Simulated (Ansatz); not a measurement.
KF (rock salt, Fm-3m), PBE in the plane-wave PAW code Ansatz. The conduction-band minimum lies at Γ, with 1 equivalent valley. Second derivatives d²E/dk² of the lowest band at one valley (eV·Å²), along Cartesian directions:

```tsv
direction	d²E/dk²
[100]	13.84
[010]	13.84
[001]	13.84
[110]	13.84
[101]	13.84
[011]	13.84
```

Problem. Find the principal effective masses, the density-of-states mass and the conductivity mass.

Solution. Off-diagonal terms follow from H_xy = H[110] − (H_xx + H_yy)/2, and m*/mₑ = 7.620 eV·Å² over each eigenvalue: 0.55, 0.55, 0.55. One valley's DOS mass (m₁m₂m₃)^(1/3) = 0.55, conductivity mass 3/(Σ 1/mᵢ) = 0.55 mₑ.

Problem. What effective density of states Nc follows at 300 K for parabolic valleys?

Solution. Nc = 2.509e19 × 1 × (0.55)^(3/2) ≈ 1.0e19 cm⁻³.

The cell was relaxed with PBE under the symmetry of its start.

Potentials: the later of the program's two PAW sets.

Edges and masses are those of Kohn–Sham bands, whose gap is no quasiparticle gap.
